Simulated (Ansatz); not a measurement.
Total density of states per atom from PBE in the plane-wave PAW code Ansatz, in 0.25 eV bins, energy from the Fermi level:

```
E (eV) | states/eV/atom
    -7.85 |  0.00
    -7.60 |  0.00
    -7.35 |  0.00
    -7.10 |  0.00
    -6.85 |  0.00
    -6.60 |  0.00
    -6.35 |  0.01
    -6.10 |  0.04
    -5.85 | # 0.06
    -5.60 | # 0.07
    -5.35 | ## 0.19
    -5.10 | ### 0.31
    -4.85 | #### 0.41
    -4.60 | #### 0.41
    -4.35 | ### 0.31
    -4.10 | ###### 0.66
    -3.85 | #### 0.51
    -3.60 | ######## 0.96
    -3.35 | ########### 1.27
    -3.10 | ############### 1.75
    -2.85 | ############################## 3.42
    -2.60 | ################ 1.85
    -2.35 | ############### 1.75
    -2.10 | ##### 0.55
    -1.85 | #### 0.49
    -1.60 | #### 0.51
    -1.35 | ## 0.22
    -1.10 | ## 0.28
    -0.85 | ### 0.36
    -0.60 | #### 0.45
    -0.35 | ### 0.34
    -0.10 | ######## 0.94
     0.15 | ##### 0.56
     0.40 | ### 0.34
     0.65 | ##### 0.61
     0.90 | ##### 0.52
     1.15 | ###### 0.71
     1.40 | ##### 0.56
     1.65 | ###### 0.67
     1.90 | ###### 0.63
     2.15 | ####### 0.81
     2.40 | ######## 0.94
     2.65 | ########### 1.28
     2.90 | ############## 1.56
     3.15 | ########## 1.18
     3.40 | ###### 0.69
     3.65 | ## 0.27
     3.90 | ########## 1.10
     4.15 | #### 0.45
     4.40 | #### 0.46
     4.65 | ####### 0.80
```

### Question
Pick the material that matches.
(A) Ti3CuC2, P6_3/mmc (Ti on 4f, Ti on 2a, Cu on 2b, C on 4f)
(B) CaTiO3, R3c (Ca on 6a, Ti on 6a, O on 18b)
(C) TiAlMo2C2, P6_3/mmc (Mo on 4f, Ti on 2a, Al on 2b, C on 4f)
(D) Nb2SiN, P6_3/mmc (Si on 2d, Nb on 4f, N on 2a)

### Answer
A, Ti3CuC2, P6_3/mmc (Ti on 4f, Ti on 2a, Cu on 2b, C on 4f). Within 0.5 eV of the Fermi level: Ti 3d 71 %, Ti 4s 9 %, outside the projected shells 9 %. Projections are on Löwdin-orthogonalised atomic valence shells; empty p or d shells of many metals are not among them.

The start of the workflow was typed in or built on a structure type; neither database checked (COD, Materials Project) lists it. Its standing as an ambient phase is unchecked. Symmetry was held in the PBE relaxation; its stability against distortions is not shown here. No spin polarisation was allowed.

Potentials: the earlier of the program's two PAW sets.
